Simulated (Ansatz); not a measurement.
TiZnO3:
```
TiZnO3
1.0
    2.53030     1.46087     4.60779
   -2.53030     1.46087     4.60779
    0.00000    -2.92174     4.60779
Ti Zn O
2 2 6
Direct
  0.85402   0.85402   0.85402
  0.14598   0.14598   0.14598
  0.63935   0.63935   0.63935
  0.36065   0.36065   0.36065
  0.22552   0.56246   0.94949
  0.77448   0.43754   0.05051
  0.56246   0.94949   0.22552
  0.43754   0.05051   0.77448
  0.94949   0.22552   0.56246
  0.05051   0.77448   0.43754
```

Relaxed with PBEsol.

Task: Map the valence electron density (e/Å³), cut off at 2 on the plane through (0.854, 0.854, 0.854) spanned by u = [1, 0, 0] and v = [-1, 1, 1] in lattice vectors, from the program Ansatz at the PBEsol level (PAW).

Result: x is the fraction of u, y of v (the angle between them is 84°; rows are the nearest grid lines); atoms in the plane: Ti at (0.00, 0.00), Ti at (0.58, 0.29), Zn at (0.57, 0.79), Zn at (0.01, 0.51).
```
y \ x   0.000  0.0741  0.185  0.259  0.370  0.444  0.556  0.630  0.741  0.815  0.926   1.00
------  -----  ------  -----  -----  -----  -----  -----  -----  -----  -----  -----  -----
1.00     2.00    2.00  0.317  0.163  0.082  0.089  0.351  0.646  0.426  0.381   2.00   2.00
0.919    2.00    2.00  0.356  0.358  0.219  0.188  0.310  0.274  0.169  0.163   1.29   2.00
0.838   0.294   0.185  0.167  0.221  0.276  0.825   2.00   2.00  0.252  0.186  0.314  0.294
0.757   0.469   0.207  0.063  0.062  0.167  0.875   2.00   2.00  0.383  0.244  0.550  0.469
0.703   0.388   0.194  0.047  0.032  0.082  0.295   1.65   1.33  0.234  0.185  0.412  0.388
0.622   0.567   0.354  0.079  0.033  0.038  0.086  0.278  0.337  0.176  0.145  0.400  0.567
0.541    2.00    2.00  0.270  0.089  0.055  0.088  0.363  0.570  0.296  0.248   2.00   2.00
0.459    2.00    2.00  0.369  0.232  0.175  0.139  0.253  0.337  0.220  0.198   1.73   2.00
0.378   0.347   0.303  0.202  0.295  0.350  0.470   2.00   1.82  0.197  0.152  0.248  0.347
0.297   0.442   0.186  0.079  0.119  0.229   1.34   2.00   2.00  0.694  0.332  0.612  0.442
0.243   0.826   0.283  0.056  0.052  0.107  0.544   2.00   2.00  0.591  0.431   1.12  0.826
0.162   0.594   0.270  0.053  0.028  0.043  0.105  0.482  0.606  0.268  0.269  0.640  0.594
0.0811   2.00    1.30  0.092  0.047  0.041  0.103  0.620   1.10  0.526  0.302   2.00   2.00
0.000    2.00    2.00  0.317  0.163  0.082  0.089  0.351  0.646  0.426  0.381   2.00   2.00
```

The density is the valence pseudo-density with augmentation charge, so density and ELF within about 1 Å of a nucleus are not all-electron values.

Space group R-3. The workflow started from a Materials Project entry (that database holds measured and hypothetical structures alike); the Crystallography Open Database copy checked does not list it. Whether it is the stable phase at ambient conditions was not checked. Symmetry was held in the PBEsol relaxation; its stability against distortions is not shown here. No spin polarisation was allowed.

Potentials: the later of the program's two PAW sets.
